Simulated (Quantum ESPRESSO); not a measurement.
# Ir3W4Pd: input and log of a self-consistent run

Computed values, not a measurement. The program is pw.x of Quantum ESPRESSO 7.5 (plane-wave density functional theory). The cell is made up: eight metal atoms on a hexagonal close-packed lattice, with elements, volume, strain and displacements drawn at random and not relaxed, so it may be unstable or far from any real phase. PseudoDojo standard norm-conserving files set the functional (PBE unless stated); there is no spin polarisation or spin-orbit coupling, the Fermi-Dirac width of 0.25 eV means electrons at about 2900 K, and the masses in the input are unused placeholders. Heavy elements are run without spin-orbit coupling, which real alloys of them have. A spin test at this wide smearing found no moment, but such smearing suppresses magnetism that the real alloy may have.

Input:

```
&control calculation='scf', pseudo_dir='./dojo.nc.sr.pbe.v0_5.standard.upf', outdir='./o', disk_io='minimal', tprnfor=.true., tstress=.true. /
&system ibrav=0, nat=8, ntyp=3, nbnd=81, ecutwfc=82.02448710, nosym=.true., tot_charge=0,
 occupations='smearing', smearing='fd', degauss=0.0183746611
/
&electrons conv_thr=1.470e-08, electron_maxstep=70, mixing_beta=0.5 /
ATOMIC_SPECIES
Ir 1.0 Ir.upf
Pd 1.0 Pd.upf
W 1.0 W.upf
CELL_PARAMETERS angstrom
2.904 -0.0517 4.5078
2.7939 -0.0276 -4.4386
-2.9175 4.984 -0.0477
ATOMIC_POSITIONS angstrom
Ir 0.059 -0.0377 0.0146
Ir -1.5444 2.4309 -0.0664
W 2.7254 1.5826 -2.2213
Pd 1.3087 4.0765 -2.1689
Ir 2.8128 -0.0475 0.056
W 1.2955 2.481 0.0845
W 2.8066 1.5687 2.2972
W 1.3955 4.0827 2.1578
K_POINTS automatic
5 6 5 1 1 1
```

The log is shortened where brackets say so; the opening notice, blank lines, dates and the lines on written files are dropped, and the path of the files is cut. It prints rydbergs, bohrs and kilobars, and counts compression as positive stress. Its total energy is the free energy E - TS of the whole cell.

```
     Program PWSCF v.7.5
     Parallel version (MPI & OpenMP), running on       4 processor cores
     Number of MPI processes:                 4
     Threads/MPI process:                     1
     [start-up lines left out]
     bravais-lattice index     =            0
     lattice parameter (alat)  =      10.1336  a.u.
     unit-cell volume          =     850.1342 (a.u.)^3
     number of atoms/cell      =            8
     number of atomic types    =            3
     number of electrons       =       125.00
     number of Kohn-Sham states=           81
     kinetic-energy cutoff     =      82.0245  Ry
     charge density cutoff     =     328.0979  Ry
     scf convergence threshold =      1.5E-08
     mixing beta               =       0.5000
     number of iterations used =            8  plain     mixing
     Exchange-correlation= PBE
                           (   1   4   3   4   0   0   0)
     [axes and pseudopotential details left out]
   Cartesian axes
     site n.     atom                  positions (alat units)
         1        Ir     tau(   1) = (   0.0110024  -0.0070303   0.0027226  )
         2        Ir     tau(   2) = (  -0.2880013   0.4533167  -0.0123823  )
         3        W      tau(   3) = (   0.5082354   0.2951249  -0.4142303  )
         4        Pd     tau(   4) = (   0.2440477   0.7601899  -0.4044587  )
         5        Ir     tau(   5) = (   0.5245338  -0.0088578   0.0104429  )
         6        W      tau(   6) = (   0.2415862   0.4626594   0.0157576  )
         7        W      tau(   7) = (   0.5233776   0.2925328   0.4283842  )
         8        W      tau(   8) = (   0.2602343   0.7613461   0.4023887  )
     number of k points=    75  Fermi-Dirac smearing, width (Ry)=  0.0184
                       cart. coord. in units 2pi/alat
        k(    1) = (   0.1753661   0.2103288   0.0083984), wk =   0.0266667
        k(    2) = (   0.1783789   0.4272853   0.0089458), wk =   0.0266667
     [further k points left out]
     Dense  grid:    85327 G-vectors     FFT dimensions: (  60,  60,  64)
     Estimated max dynamical RAM per process >     424.22 MB
     Estimated total dynamical RAM >       1.60 GB
     Initial potential from superposition of free atoms
     starting charge     124.9973, renormalised to     125.0000
     Starting wfcs are   79 randomized atomic wfcs +    2 random wfcs
     total cpu time spent up to now is        7.5 secs
     per-process dynamical memory:   359.2 Mb
     Self-consistent Calculation
     iteration #  1     ecut=    82.02 Ry     beta= 0.50
     Davidson diagonalization with overlap
     ethr =  1.00E-02,  avg # of iterations =  3.0
     total cpu time spent up to now is       29.5 secs
     total energy              =   -1560.63357296 Ry
     estimated scf accuracy    <      12.73086659 Ry
     iteration #  2     ecut=    82.02 Ry     beta= 0.50
     Davidson diagonalization with overlap
     ethr =  1.00E-02,  avg # of iterations =  3.0
     total cpu time spent up to now is       52.0 secs
     total energy              =   -1567.51788351 Ry
     estimated scf accuracy    <      27.66316304 Ry
     iteration #  3     ecut=    82.02 Ry     beta= 0.50
     Davidson diagonalization with overlap
     ethr =  1.00E-02,  avg # of iterations =  2.0
     total cpu time spent up to now is       72.3 secs
     total energy              =   -1569.13176755 Ry
     estimated scf accuracy    <       5.72370029 Ry
     iteration #  4     ecut=    82.02 Ry     beta= 0.50
     Davidson diagonalization with overlap
     ethr =  4.58E-03,  avg # of iterations =  1.1
     total cpu time spent up to now is       88.6 secs
     total energy              =   -1568.80221691 Ry
     estimated scf accuracy    <       3.02997822 Ry
     iteration #  5     ecut=    82.02 Ry     beta= 0.50
     Davidson diagonalization with overlap
     ethr =  2.42E-03,  avg # of iterations =  1.9
     total cpu time spent up to now is      106.4 secs
     total energy              =   -1568.76675149 Ry
     estimated scf accuracy    <       0.84562442 Ry
     [iterations 6 to 14 left out]
     iteration # 15     ecut=    82.02 Ry     beta= 0.50
     Davidson diagonalization with overlap
     ethr =  2.81E-09,  avg # of iterations =  2.7
     total cpu time spent up to now is      300.8 secs
     total energy              =   -1568.80797526 Ry
     estimated scf accuracy    <       0.00000064 Ry
     iteration # 16     ecut=    82.02 Ry     beta= 0.50
     Davidson diagonalization with overlap
     ethr =  5.11E-10,  avg # of iterations =  3.2
     total cpu time spent up to now is      320.9 secs
     total energy              =   -1568.80797533 Ry
     estimated scf accuracy    <       0.00000023 Ry
     iteration # 17     ecut=    82.02 Ry     beta= 0.50
     Davidson diagonalization with overlap
     ethr =  1.87E-10,  avg # of iterations =  1.6
     total cpu time spent up to now is      339.2 secs
     total energy              =   -1568.80797535 Ry
     estimated scf accuracy    <       0.00000004 Ry
     iteration # 18     ecut=    82.02 Ry     beta= 0.50
     Davidson diagonalization with overlap
     ethr =  3.11E-11,  avg # of iterations =  2.5
     total cpu time spent up to now is      359.6 secs
     total energy              =   -1568.80797535 Ry
     estimated scf accuracy    <       0.00000003 Ry
     iteration # 19     ecut=    82.02 Ry     beta= 0.50
     Davidson diagonalization with overlap
     ethr =  2.58E-11,  avg # of iterations =  2.0
     total cpu time spent up to now is      378.3 secs
     End of self-consistent calculation
     [lines on levels left out]
!    total energy              =   -1568.80797536 Ry
     estimated scf accuracy    <          2.6E-09 Ry
     smearing contrib. (-TS)   =      -0.10670130 Ry
     internal energy E=F+TS    =   -1568.70127405 Ry
     The total energy is F=E-TS. E is the sum of the following terms:
     one-electron contribution =    -289.45767923 Ry
     hartree contribution      =     222.48539504 Ry
     xc contribution           =    -305.76749771 Ry
     ewald contribution        =   -1195.96149215 Ry
     convergence has been achieved in  19 iterations
     Forces acting on atoms (cartesian axes, Ry/au):
     atom    1 type  1   force =    -0.00305057    0.00127352   -0.02033757
     atom    2 type  1   force =     0.01501945    0.03772265    0.00235089
     atom    3 type  3   force =    -0.01529351   -0.00742780    0.02330879
     atom    4 type  2   force =     0.00598416    0.00036711   -0.01099830
     atom    5 type  1   force =    -0.01861236   -0.00990137   -0.00484187
     atom    6 type  3   force =     0.01571634   -0.00875079   -0.03707635
     atom    7 type  3   force =     0.01576081   -0.02526936    0.00078998
     atom    8 type  3   force =    -0.01552432    0.01198604    0.04680442
     Total force =     0.093257     Total SCF correction =     0.000152
     Computing stress (Cartesian axis) and pressure
          total   stress  (Ry/bohr**3)                   (kbar)     P=      -58.63
  -0.00051289   0.00028018  -0.00018642          -75.45       41.22      -27.42
   0.00028018  -0.00057180   0.00007422           41.22      -84.11       10.92
  -0.00018642   0.00007422  -0.00011095          -27.42       10.92      -16.32
     init_run     :      6.55s CPU      6.81s WALL (       1 calls)
     electrons    :    362.80s CPU    370.87s WALL (       1 calls)
     forces       :      3.96s CPU      3.99s WALL (       1 calls)
     stress       :     13.12s CPU     13.40s WALL (       1 calls)
     [timing details left out]
     PWSCF        :   6m27.08s CPU   6m35.81s WALL
     JOB DONE.
```

In other units: free energy -21344.720 eV for the cell, pressure -5.86 GPa, largest force component 1.203 eV/Å in size. The run took 398 s of wall time with four MPI processes on a shared machine (Intel Xeon, 2023 or later, virtual cores), so the time is rough. A rerun of this cell at a higher cutoff and on a denser mesh moved values by no more than 0.004 eV in energy, 0.02 GPa in stress and 0.004 eV/Å in force, and a second program with other atomic files agreed on that cell to 2 % rms in force and 0.5 GPa in pressure.